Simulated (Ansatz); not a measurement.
According to DFT-PBEsol in the program Ansatz with PAW potentials, TaAg in the orthorhombic phase (Cmcm; Ta on 4c, Ag on 4c) relaxes to a = 2.678 Å, b = 11.313 Å, c = 4.501 Å. Its formation energy from the elements is 27 kJ/mol-atom, with no fitted shifts.

Electronic character: metallic (no gap).

An equation-of-state fit gives a bulk modulus of 168 GPa. The highest mode at Γ lies at 209 cm^-1.

The start of the workflow was typed in or built on a structure type; neither database checked (COD, Materials Project) lists it. Whether it is the stable phase at ambient conditions was not checked. The cell was relaxed with PBEsol under the symmetry of its start; whether a distortion lowers the energy is not shown. The run is not spin-polarised. Its formation energy is positive at this level, so the cell may be metastable or incomplete. As this level gives no gap, phonon frequencies hold no LO–TO term and depend on the k-mesh and smearing (Fermi–Dirac, 0.1 eV here). Axis ratios of metals converge slowly with the k-mesh, so a and c are less sure than the volume. The references are the lowest solids computed at this level, not always the standard phases. Scalar-relativistic: spin–orbit coupling is off unless named, which matters more the heavier the elements.

Potentials: the later of the program's two PAW sets.
